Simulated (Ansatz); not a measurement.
Here is an unrelaxed guess for SrSn2O3.

Space group P-3m1 (No. 164). a = 4.515 Å, b = 4.515 Å, c = 7.192 Å, α = 90.00°, β = 90.00°, γ = 120.00°
| atom | site | symmetry | x | y | z |
| --- | --- | --- | --- | --- | --- |
| Sr | 1a | -3m. | 0.0000 | 0.0000 | 0.0000 |
| Sn | 2d | 3m. | 0.3333 | 0.6667 | 0.2522 |
| O | 2d | 3m. | 0.3333 | 0.6667 | 0.6440 |
| O | 1b | -3m. | 0.0000 | 0.0000 | 0.5000 |

Theory: Ansatz 0.2.0, DFT PBE, scalar-relativistic, plane waves, PAW. Cutoff 420 eV; k points 6×6×4 on the computed 6-atom cell (Γ-centred); Gaussian smearing, width 0.10 eV; no spin polarisation.

The zero of energy is the elements' standard structures at the same level (O₂ as a molecule); no fitted shifts are applied. The references include grey tin.

Q: What does a single point on this coarse mesh give?

A: The pressure is -11.3 GPa (the mean over three directions, positive in compression), the largest force is 5.01 eV/Å, and the energy is +0.10 eV/atom against the elements. The shortest distance is 2.71 Å.

Q: Is it a good guess?

A: A poor one: relaxing gains about 1.3 eV/atom in 19 ionic steps and ends at −1.202 eV/atom on the finer mesh. The symmetry stays P-3m1 (No. 164). The volume per atom shrinks by 20.6 %, from 21.2 to 16.8 Å³. The shortest distance goes from 2.71 Å (Sn–O) to 2.09 Å (Sn–O). The ratio c/a of the conventional cell changes by a factor of 0.72. Conventional cell: a = 4.673 Å, c = 5.332 Å. Sr has 2 O at 2.67 Å, 6 O at 2.98 Å and 6 Sn at 3.35 Å; Sn has 1 O at 2.09 Å, 6 O at 2.78–2.79 Å, 3 Sn at 3.03 Å, 1 O at 3.25 Å and 3 Sr at 3.35 Å; O on a site of symmetry 3m has 1 Sn at 2.09 Å, 3 Sn at 2.79 Å, 3 Sr at 2.98 Å and 3 O at 3.04 Å; 1 more site not described.

The last run used a 6×6×6 mesh for its 6-atom cell and Gaussian smearing of 0.02 eV. The relaxation can't lower the symmetry of the start, and the grade says only how near the guess is to its own end. Symmetry constrained the relaxation, so the result can be a saddle point. Another cell of SrSn2O3 relaxed alike, in P6mm, lies 293 meV/atom lower, so this cell isn't the stable form at this level.
